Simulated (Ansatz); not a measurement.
**PbO₂ (fluorite structure)**

Computed with Ansatz (plane waves, PAW, 420 eV cutoff): PBEsol, scalar-relativistic, no spin polarisation, Γ-centred 10×10×10 mesh, 0.05 eV Gaussian smearing; PAW files: Ansatz's generated set soft_2.

```
Pb O
1.0
     0.00000    2.66480    2.66480
     2.66480    0.00000    2.66480
     2.66480    2.66480    0.00000
Pb O
1 2
Direct
  0.00000 0.00000 0.00000
  0.25000 0.25000 0.25000
  0.75000 0.75000 0.75000
```

The start was a prototype's sites filled with these elements. The Crystallography Open Database lists the compound in space groups Pbcn, P42/mnm, so this is a trial structure.

The cell above was scaled in volume, its shape and atoms being fixed by the lattice's symmetry. Energies are counted from the cell above.

Cell and atoms are those of this level's equilibrium.

```
V (Å³/atom)  ΔE (meV/atom)  P from the stress (GPa)
     12.111          10.56                     6.99
     12.363           2.50                     3.27
     12.616           0.00                    -0.02
     12.868           2.35                    -2.94
     13.120           9.08                    -5.52
```

Problem. Do the energies and the pressures agree? Compare −ΔE/ΔV between neighbouring points (1 meV/Å³ = 0.1602 GPa) with the mean of their pressures.

Solution. 
| interval (Å³/atom) | −ΔE/ΔV (GPa) | mean P (GPa) |
| --- | --- | --- |
| 12.11 to 12.36 | 5.1 | 5.1 |
| 12.36 to 12.62 | 1.6 | 1.6 |
| 12.62 to 12.87 | -1.5 | -1.5 |
| 12.87 to 13.12 | -4.3 | -4.2 |
They differ by 0.04 GPa at most.

Problem. What do the two routes give for V0, B0 and B0′?

Solution. A third-order Birch–Murnaghan fit of the energies: V0 = 12.61 Å³/atom, B0 = 155 GPa, B0′ = 5.0. A polynomial of P in ln V, with B = −dP/d ln V at P = 0: V0 = 12.61 Å³/atom, B0 = 155 GPa, B0′ = 5.1.

B0·V0 = 155.4 GPa × 12.61 Å³ = 12.23 eV/atom sets the scale: near the minimum ΔE ≈ ½ B0 V0 x², with x = V/V0 − 1, and a pressure of 1.6 GPa squeezes the volume by about 1 %. At the ends of the curve: x = −4.0 % predicts 9.7 meV/atom and the run gives 10.6; x = +4.0 % predicts 9.8 meV/atom and the run gives 9.1. The curve is steeper than the parabola on the compressed side and flatter on the expanded side: the bulk modulus rises with pressure.

Scalar-relativistic only: spin–orbit splittings of the heavy atoms' levels are missing. The run is a metal.
